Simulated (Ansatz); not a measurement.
Consider the following.

Relaxed GaN (wurtzite):

```xyz
4
Lattice="3.1831 0.0000 0.0000 -1.5916 2.7567 0.0000 0.0000 0.0000 5.1836" Properties=species:S:1:pos:R:3 pbc="T T T"
Ga     1.5916     0.9189     0.0051
Ga     0.0000     1.8378     2.5969
N      1.5916     0.9189     3.2357
N      0.0000     1.8378     0.6439
```

In this cell atom 3 (N, nearest neighbour Ga at 1.946 Å; its periodic images, 3.2 Å or more away, move with it) is moved by s along Cartesian z, unit vector (0.000, 0.000, 1.000); all other atoms and the cell stay fixed.

These are r2SCAN (plane waves to 500 eV, PAW, scalar-relativistic; Ansatz, a first-principles code) values and carry that method's errors. k mesh 10×10×5 (Γ-centred), Fermi-Dirac smearing 0.05 eV. E stands for the smeared free energy. GaN was relaxed with its symmetry unable to fall. The zero of ΔE is the undisplaced structure.

The scan covers s from -0.390 to 0.390 Å in 11 points.

**Question.** Is the energy the same for displacements of ±0.390 Å, and if not, which side lies higher?

**Answer.** Not even: the positive side lies higher at ±0.390 Å. With its periodic images moving along, the atom's site symmetry in this cell is 3m..

**Question.** What is the energy change at s = 0.390 Å?

**Answer.** 2373 meV/cell.

**Question.** What force acts on the atom along the line at s = -0.390 Å?

**Answer.** 3.71 eV/Å.

**Question.** What is the force constant k = d²E/ds² of this move at s = 0?

**Answer.** 18.5 eV/Å².

(For displaced atoms, the force is minus the slope of the energy, and its curvature is a force constant, which sets phonon frequencies.)
